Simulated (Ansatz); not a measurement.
Relaxed-ion elastic tensor of BiB (zinc blende, F-43m) in GPa (Voigt order), DFT-r²SCAN in the program Ansatz with PAW potentials; density 8.82 g/cm³, 20.68 Å³ per atom.

```
 147  46.8  46.8   0.0   0.0   0.0
46.8   147  46.8   0.0   0.0   0.0
46.8  46.8   147   0.0   0.0   0.0
 0.0   0.0   0.0  80.5   0.0   0.0
 0.0   0.0   0.0   0.0  80.5   0.0
 0.0   0.0   0.0   0.0   0.0  80.5
```

**Question.** Is the crystal mechanically stable?

**Answer.** Yes: the smallest eigenvalue of C is 80.5 GPa.

**Question.** Work out the Voigt, Reuss and Hill averages.

**Answer.** K_V = 80.2, K_R = 80.2, K_H = 80.2; G_V = 68.3, G_R = 64.8, G_H = 66.6 GPa.

**Question.** Give Young's modulus, Poisson's ratio, Pugh's ratio and the universal anisotropy index.

**Answer.** E = 9KG/(3K + G) = 156 GPa; ν = 0.17; K/G = 1.20 (brittle by the Pugh limit of 1.75); A_U = 5G_V/G_R + K_V/K_R − 6 = 0.27.

**Question.** Estimate the sound speeds and the Debye temperature.

**Answer.** v_l = √((K + 4G/3)/ρ) = 4380 m/s, v_t = √(G/ρ) = 2750 m/s, mean 3020 m/s; Θ = (h/k)(3n/4πV)^(1/3) v_m = 328 K.

**Question.** Give the Zener ratio and Young's modulus along [100], [110] and [111].

**Answer.** A = 2C44/(C11 − C12) = 1.61; 1/E = S11 − 2(S11 − S12 − S44/2)Γ with Γ = 0, 1/4, 1/3 gives 124, 162, 181 GPa.

**Question.** Solve the Christoffel equation for the three sound speeds along [100], [110], [111].

**Answer.** Eigenvalues of C_ijkl n_j n_l equal ρv² (piezoelectric stiffening left out). In km/s, slowest first: [100] 3.02, 3.02, 4.08; [110] 2.38, 3.02, 4.48; [111] 2.61, 2.61, 4.61.

The cell is a constructed one: a structure type filled with these elements; neither database checked (COD, Materials Project) lists it. Whether it is the stable phase at ambient conditions was not checked. Symmetry was held in the r²SCAN relaxation; of distortions, only those at the zone centre were tested. Spin–orbit coupling is left out wherever it is not named.

Potentials: the later of the program's two PAW sets.
